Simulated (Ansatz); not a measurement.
An Ansatz input (plane waves, PAW) for TaBr₃ (ReO3-type structure, lowered slightly to P4/mmm when read at 0.01 Å) that has something wrong with it:

```yaml
crystal:
  lattice:
    - [5.1750020496, 0.0, 0.0]
    - [0.0, 5.1873402832, 5.1873402831]
    - [0.0, 1.0e-10, 10.3746805663]
  atoms:
    - { symbol: Ta, position: [0.0, 0.0, 0.0], spin: 2.0 }
    - { symbol: Br, position: [0.5, 0.0, 0.0] }
    - { symbol: Br, position: [0.0, 0.0, 0.25] }
    - { symbol: Br, position: [0.0, 0.5, 0.75] }
    - { symbol: Ta, position: [0.0, 0.0, 0.5], spin: -2.0 }
    - { symbol: Br, position: [0.5, 0.0, 0.5] }
    - { symbol: Br, position: [0.0, 0.0, 0.75] }
    - { symbol: Br, position: [0.0, 0.5, 0.25] }
basis:
  ecutwfc: 420
  ecutrho_ratio: 4
kpoints:
  mp_grid: { grid: [6, 6, 3] }
hamiltonian:
  xc: pbe
scf:
  occupations: { method: gaussian, width: 0.05 }
  max_iter: 1
output:
  forces: true
  stress: true
magnetization:
  spin_polarized: true
```

Launched as:
```sh
ansatz run input.yaml --threads 2 --pin off --max-ram 2662MiB --backend cpu --events-out ev --progress --plain --runs-dir out
```

Q: What is wrong with it?

A: Too few SCF iterations. Against the sound input: scf.max_iter: 1.

What the program printed:

```
SCF iter   1: F=—  HF=-36566.880097 eV  |F-HF|=—  |Δ(HF+E_count)|=         —  Δρ=1.28e-2 (↑1.28e-2 ↓1.28e-2)  dr2=1.62e0  dr2_m=1.62e-1  M=0.000 μB ∫|m|=2.657 μB
```

```
Error: did not converge after 1 iterations: dr2 = 1.62e0 (threshold 1.00e-7), under the density mixer `msr1`, which `scf.mixing.algorithm: auto` chose by the deck's other keys (type `scf.mixing.algorithm: msr1` to keep it); raise `scf.max_iter`, which need not help a stalled SCF, or adjust the mixing (`scf.mixing`) or, under a smearing, its width (`scf.occupations.width`, in either direction: another width is another result); this SCF holds its density and magnetisation to the symmetry operations that it keeps, and cannot end on a state that breaks one of them: if the state sought breaks one, re-run with `crystal.symmetry.detect: false`, without `crystal.symmetry.time_reversal: true`, on a non-collinear deck whose state breaks time reversal, with `crystal.symmetry.time_reversal: false` beside it (there exact exchange or a DFT+U term alone can polarise the run; a magnetic state wants starting …
```

The run ended without convergence. It ran for 3.3 s on 2 threads of Arm Neoverse V2 (shared host), peak memory 0.72 GiB. The run before the change (PBE, 420 eV, 6×6×3 mesh) gave:

```tsv
run	P (GPa)	gap on the mesh (eV)	cell moment (μB)	largest force component (eV/Å)
sound	0.0	metal	0.00	0.000
```

The two runs also differ in their start: the sound one had the moments 0.85, 0.00, 0.00, 0.00, -0.85, 0.00, 0.00, 0.00 μB typed, and went on from the state of an earlier run.

The cell came from substitution into a structure type; no database entry of this phase was matched, which doesn't show that none exists. The ideal cubic cell shuts out tilts of the octahedra, which such structures often take.

Of that run: The run wasn't fully tested for a lower electronic state. The program found that the saved state from which it went on wasn't the lowest. The program warned that the potential is rough where the density is thin (voids or gaps), so long spacings are poorly fixed. Compounds of this kind are often insulators, so the metal found may come from the functional, which lacks a U or exact exchange, or from the structure.
